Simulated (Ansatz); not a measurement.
Sb: stiffness from a series of strains

```xyz
1
Lattice="3.1600 0.0000 0.0000 0.0000 3.1600 0.0000 0.0000 0.0000 3.1600" Properties=species:S:1:pos:R:3 pbc="T T T"
Sb    0.0000    0.0000    0.0000
```

The conventional cell has a = 3.160 Å, b = 3.160 Å, c = 3.160 Å, α = 90.00°, β = 90.00°, γ = 90.00°. Around Sb (atom 1) lie 6 Sb at 3.16 Å.

The geometry is COD entry 9013008, unchecked; take it as a test cell.

No spin–orbit coupling, which matters for the heavy atoms here.

Theory: DFT, PBEsol, all-electron LAPW, scalar-relativistic (Ansatz 0.2.0).

Sampling and basis: a Γ-centred 13×13×13 k mesh, Fermi–Dirac smearing of 0.05 eV, basis error target 1 meV/atom, no spin polarisation.

The strain is applied along the Cartesian axes of the cell as listed (γ is the engineering shear, twice εxy = εyz = εzx). Fractional coordinates are held (clamped ions).

σ is the change of stress from the unstrained cell, which is at -4.90 GPa; tension is positive, so slopes are stress–strain coefficients at that pressure. In a metal the k mesh adds noise.

Only quantities that a quadratic follows smoothly over the whole series are listed; rougher ones are left out.

```
      γ  σxy (GPa)
-0.0300      -0.45
-0.0200      -0.30
-0.0100      -0.14
 0.0000       0.00
 0.0100       0.15
 0.0300       0.52
```

Q: Fit the series and read off the stiffness at zero strain.

A: Least-squares fits y = p0 + p1 x + p2 x² to the rows give σxy (GPa): p1 = 16, p2 = 38. So C44 (clamped ions) = 16 GPa.

Q: One run, at γ = 0.0200, is withheld. Predict its row.

A: The fits give 0.34; the run gave 0.34.
